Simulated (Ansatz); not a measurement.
One crystal and one scan (generalised stacking-fault energy along a line) at two levels, PBE (plane waves to 420 eV, PAW, scalar-relativistic; Ansatz, a first-principles code) and r2SCAN (plane waves to 500 eV, PAW, scalar-relativistic; Ansatz), each from its own relaxed cell and on its own mesh. The cell shown is that of PBE.

LiF (rock salt) is sheared across one {100} plane: the third cell vector gains the shift, so faults repeat every 6.1 Å. The cut lies between planes 2.03 Å apart; the cell height is held.

```
CELL_PARAMETERS angstrom
      2.87642     0.00000     0.00000
      0.00000     2.87642     0.00000
      1.43821     1.43821     6.10180
ATOMIC_POSITIONS crystal
  F  0.00000 0.00000 0.83333
  F  0.33333 0.33333 0.16667
  F  0.66667 0.66667 0.50000
  Li 0.50000 0.50000 0.83333
  Li 0.83333 0.83333 0.16667
  Li 0.16667 0.16667 0.50000
```

In-plane vectors a = (2.876, 0.000) Å, b = (0.000, 2.876) Å, area 8.27 Å². The shift is s times the vector a (length 2.876 Å), so s = 1 restores the start. The shift is rigid: no atom relaxes. γ = [E(shift) − E(0)] / area.

E is the zero-smearing estimate. LiF was relaxed with its symmetry unable to fall. Faults lie only 6.0 Å apart, and holding the cell height and the atoms raises γ above its relaxed value. Faults lie only 6.1 Å apart, and holding the cell height and the atoms raises γ above its relaxed value. Percentages come from the unrounded values. Both scans cover s from 0.000 to 0.917.

Results of PBE:

| Property | Result |
|---|---|
| Lattice constant a (Å) | 4.068 |
| Band gap of the relaxed cell, no spin-orbit coupling (eV) | 8.83 |
| Highest computed γ on the line (mJ/m²) | 1335 |
| Position of the highest point | s = 0.500 |
| Local minima between the ends | no computed point is one |

Q: What does r2SCAN give for the same quantities?

A: 
```
quantity                                                   r2SCAN     PBE − r2SCAN
---------------------------------------------------------  ------  ---------------
Lattice constant a (Å)                                      3.990  +0.078 (+1.9 %)
Band gap of the relaxed cell, no spin-orbit coupling (eV)   10.33    -1.50 (-14 %)
Highest computed γ on the line (mJ/m²)                       1473    -138 (-9.4 %)
```

PBE gives the higher value for: lattice constant a. PBE gives the lower value for: band gap of the relaxed cell, no spin-orbit coupling; highest computed γ on the line. Both give the same position of the highest point: s = 0.500.

(The slope of γ gives the shear force per area between the displaced halves; near zero shift its curvature is an elastic stiffness.)
